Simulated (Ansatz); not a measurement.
Ag (fcc type), DFT, r2SCAN, PAW with Ansatz's default frozen-core files, scalar-relativistic (Ansatz 0.2.0), on 2 threads of Intel(R) Xeon(R) Platinum 8488C (Sapphire Rapids) (shared host).

Command: `ansatz run input.yaml --threads 2 --pin off --max-ram 4096MiB --backend cpu --events-out ev --progress --plain --runs-dir out`

```yaml
crystal:
  lattice:
    - [0.0, 2.0518919674, 2.0518919674]
    - [2.0518919674, 0.0, 2.0518919674]
    - [2.0518919674, 2.0518919674, 0.0]
  atoms:
    - { symbol: Ag, position: [0.0, 0.0, 0.0] }
kpoints:
  mp_grid: { grid: [18, 18, 18] }
scf:
  occupations: { method: fermi_dirac, width: 0.05 }
hamiltonian:
  xc: r2scan
  pseudopotentials: { kind: paw }
output:
  forces: true
  stress: true
relax:
  f_tol: 0.005
  max_steps: 40
  cell: {}
```

(1) How large is the problem that the program sets up?

(2) About how long does it take?

Answers

(1) 195 irreducible k-points, 411 plane waves at Γ, 14 bands.

(2) 3.5 s of wall time for 10 SCF iterations over 1 geometries. Times on shared machines scatter by tens of per cent.
